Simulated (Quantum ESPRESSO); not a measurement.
BaNaLaWO$_{6}$, space group F-43m (No. 216):

```
BaLaNaWO6
1.0
    0.00000     4.32374     4.32374
    4.32374     0.00000     4.32374
    4.32374     4.32374     0.00000
Na Ba La W O
1 1 1 1 6
Cartesian
  6.48561   6.48561   6.48561
  2.16187   2.16187   2.16187
  0.00000   0.00000   0.00000
  4.32374   4.32374   4.32374
  2.36733   4.32374   4.32374
  4.32374   6.28015   4.32374
  6.28015   4.32374   4.32374
  4.32374   2.36733   4.32374
  4.32374   4.32374   6.28015
  4.32374   4.32374   2.36733
```
Geometry: a computed entry of the Materials Project; it was not checked against measured cells. It is BaNaLaWO6 in F-43m; whether this form has been observed was not checked. Stability against distortions was not tested. Forces on the atoms reach 0.60 eV/Å at this level. The run has no spin polarisation.

```
site  Wyckoff letter  site symmetry
----  --------------  -------------
Na                 c           -43m
Ba                 d           -43m
La                 a           -43m
W                  b           -43m
O                  f            2mm
```

Cores are frozen. Against all-electron runs on small test molecules, this scheme's |Vzz| missed by −2 to +6 % on O.

Problem. Where does symmetry force the field gradient to vanish or to be axial, and what does PBE PAW (JTH datasets; density from pw.x of a modified build of Quantum ESPRESSO, gradients reconstructed from it by a script) give?

Solution. 
```
site            by symmetry  Vzz (a.u.)   η_Q
----  ---------------------  ----------  ----
Na    vanishes (cubic site)           0     –
Ba    vanishes (cubic site)           0     –
La    vanishes (cubic site)           0     –
W     vanishes (cubic site)           0     –
O                 η is free       0.109  0.58
```
